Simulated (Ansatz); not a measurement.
A comparison from first-principles data. A cold calorimeter or bolometer resolves small energies when its absorber holds little heat, and in an insulator that falls as (T/Θ)³.

The yardstick is α-quartz SiO2. A cube of 5 mm edge at 1 K; all rows have a gap at this level.

Levels of theory (Ansatz, a plane-wave PAW program): Debye temperature: r²SCAN, elastic tensor, Hill average; volume per atom, density: r²SCAN, relaxed cell. The D4 dispersion term is added in values of the rows Ge (Fd-3m, cF136).

Runs started from generated or typed cells of the structure named: diamond; Si; PbF2; 2H-SiC. No claim is made that these are known or stable phases: Ge (Fd-3m, cF136). Of the phases: diamond is metastable against graphite at zero pressure. Over 15 meV/atom above the lowest phase of their formula at hand: Ge (Fd-3m, cF136) (58 meV/atom, r²SCAN+D4). Spin–orbit coupling is left out unless named.

| crystal | Debye temperature (K) | V (Å³/atom) | density (g/cm³) |
|---|---|---|---|
| diamond | 2270 | 5.64 | 3.54 |
| Ge (Fd-3m, cF136) | 341 | 25.84 | 4.67 |
| Si (diamond type) | 659 | 20.17 | 2.31 |
| PbF2 (fluorite) | 230 | 17.30 | 7.84 |
| 2H-SiC | 1190 | 10.34 | 3.22 |
| α-quartz SiO2, reference | 572 | 12.62 | 2.64 |

Definitions used: C per volume = 1944 J/(K·mol)(T/Θ)³/(0.6022 V) = 3228 (T/Θ)³/V; thermodynamic noise = √(k_B T² C_total); relative noise = noise/noise_ref.

Compute C, noise and relative noise for 2H-SiC, showing the steps.


- C = 3228 × (1/1190)³/10.34 = 1.853e-7 J/K per cm³
- noise: 1 × √(1.3806×10⁻²³ × 1.853e-7 × 0.125)/1.602×10⁻¹⁹ = 3530 eV
- relative noise: 3530/9588 = 0.37

Which order results for relative noise (lowest first)?

The same steps for every row:

```
crystal                   C (J/K per cm³)  noise (eV)  noise (relative)
------------------------  ---------------  ----------  ----------------
diamond                          4.893e-8        1814             0.189
Ge (Fd-3m, cF136)                3.150e-6       14550              1.52
Si (diamond type)                5.592e-7        6132              0.64
PbF2 (fluorite)                  1.534e-5       32120               3.4
2H-SiC                           1.853e-7        3530              0.37
α-quartz SiO2, reference         1.367e-6        9588              1.00
```

Ranking by relative noise, lowest first: diamond (0.189 ± 0.011), 2H-SiC (0.37 ± 0.022), Si (0.64 ± 0.039), α-quartz SiO2 (1.00 ± 0.060), Ge (Fd-3m, cF136) (1.52 ± 0.091), PbF2 (3.4 ± 0.20). The ± follows from allowances picked for this note (Debye temperature 4 %, volume per atom 1 %), carried to first order and added in quadrature, each row's own inputs moving alone; ≈ joins neighbours closer than their two ± added in quadrature. On this figure 3 of 5 candidates do clearly better than the reference.

How does Debye temperature go with density in this set, and what is the usual reason?

The usual expectation is that Debye temperature falls with density (dense absorbers stop radiation well, but heavy atoms slow sound and lower Θ). These rows show that weakly (rank correlation −0.49 over 6 rows); without diamond it is −0.70.

Θ comes from averaged elastic constants. Free carriers, two-level defects, nuclear spins and metal films add heat capacity that the Debye law lacks. Where several phases of a formula are at hand, those over 0.1 eV/atom above the lowest were not drawn (by r²SCAN where it compared them, else by the largest value; a layered or molecular lowest phase counts only with a dispersion term); other phases could lie lower still. Rows are perfect crystals in the structures named, stable or not; films, defects and interfaces will differ. The rows are a sample and no shortlist: familiar crystals first, some related and some not, whatever their agreement with measurement; tables with many equal figures were not kept. Limits of the draw: gap over 1 eV but for Si, Ge and GaAs, no magnets; for moduli and speeds, an anisotropy index under 2.5, no layered crystals; no unfamiliar magnets, and cubic perovskites only if shown or known to be stable. As a rule kept out of such tables: 4f compounds, open-shell compounds run without a Hubbard term, cells found unstable in the tests at hand, cells close to a higher symmetry, and runs set to a pressure or over 12 % in volume from the crystal's fullest run.
